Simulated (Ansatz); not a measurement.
Sc₂Si₂O₇ (space group C2/m)

```
Sc2Si2O7
1.0
    3.20902    -4.19740     0.00000
    3.20902     4.19740     0.00000
   -1.01020     0.00000     4.54726
Sc Si O
2 2 7
Direct
  0.30900   0.69100   0.00000
  0.69100   0.30900   0.00000
  0.22713   0.22713   0.40824
  0.77287   0.77287   0.59176
  0.92210   0.60321   0.78741
  0.07790   0.39679   0.21259
  0.39679   0.07790   0.21259
  0.60321   0.92210   0.78741
  0.00000   0.00000   0.50000
  0.60225   0.60225   0.27786
  0.39775   0.39775   0.72214
```

Method: LDA (plane waves to 420 eV, PAW, scalar-relativistic; Ansatz, a quantum-chemistry and plane-wave program). DFPT wavenumbers on a 6×6×6 k mesh, in cm⁻¹; i marks imaginary ones, q is in fractions of the reciprocal vectors of the cell shown, and the three acoustic modes at Γ are left out. The non-analytic (LO-TO) term is not included, so polar modes at Γ have their transverse values. Sc2Si2O7 is run without spin polarisation. Sc2Si2O7 was relaxed with its symmetry unable to fall.

Task: Does any mode at Γ come out imaginary?

Result: No imaginary mode at these points (lowest 142 cm⁻¹ at Γ); other wave vectors were not tested.

Task: Predict the phonon wavenumbers at Γ.

Result: 
```json
[
 {"q": "Γ", "wavenumbers (cm⁻¹)": "142, 156, 178, 199, 239, 245, 273, 279, 312, 343, 351, 374, 382, 396, 436, 449, 476, 491, 494, 496, 536, 585, 674, 839, 881, 890, 926, 928, 936, 1154"}
]
```
